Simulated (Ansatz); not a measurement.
BP (zinc blende)

```
BP
1.0
    0.00000     2.27424     2.27424
    2.27424     0.00000     2.27424
    2.27424     2.27424     0.00000
P B
1 1
Direct
  0.75000   0.75000   0.75000
  0.00000   0.00000   0.00000
```

Scan: atom 1 (P, nearest neighbour B at 1.970 Å; its periodic images, 3.2 Å or more away, move with it) is displaced towards the nearest neighbour, direction (-0.577, -0.577, 0.577) in Cartesian axes, by s. The other atoms stay.

Method: PBE (plane waves to 420 eV, PAW, scalar-relativistic; Ansatz, an electronic-structure program). k mesh 10×10×10 (Γ-centred), Fermi-Dirac smearing 0.05 eV. Compression counts positive. Left out: 1 of 11 points, with atoms too close for the PAW data. As the smearing reaches across the gap at some points, energies and forces of such displacements shift with the k mesh and the smearing. F∥ is the force on the atom along that direction. BP was relaxed with its symmetry unable to fall. 

```json
[
 {"s (Å)": "-0.590", "P (GPa)": "9.9", "F∥ (eV/Å)": "1.687"},
 {"s (Å)": "-0.472", "P (GPa)": "8.3", "F∥ (eV/Å)": "2.419"},
 {"s (Å)": "-0.354", "P (GPa)": "5.8", "F∥ (eV/Å)": "2.780"},
 {"s (Å)": "-0.236", "P (GPa)": "3.1", "F∥ (eV/Å)": "[?]"},
 {"s (Å)": "-0.118", "P (GPa)": "1.0", "F∥ (eV/Å)": "1.778"},
 {"s (Å)": "0.000", "P (GPa)": "0.0", "F∥ (eV/Å)": "0.000"},
 {"s (Å)": "0.118", "P (GPa)": "1.4", "F∥ (eV/Å)": "-2.689"},
 {"s (Å)": "0.236", "P (GPa)": "6.7", "F∥ (eV/Å)": "-6.371"},
 {"s (Å)": "0.354", "P (GPa)": "[?]", "F∥ (eV/Å)": "-11.178"},
 {"s (Å)": "0.472", "P (GPa)": "37.5", "F∥ (eV/Å)": "-18.060"}
]
```

**Question.** Fill in the missing entries.

**Answer.** 
- -0.236, F∥ (eV/Å): 2.600
- 0.354, P (GPa): 17.8

(A displaced cell: forces are minus the slopes of the energy, force constants its curvatures, and phonons follow from these.)
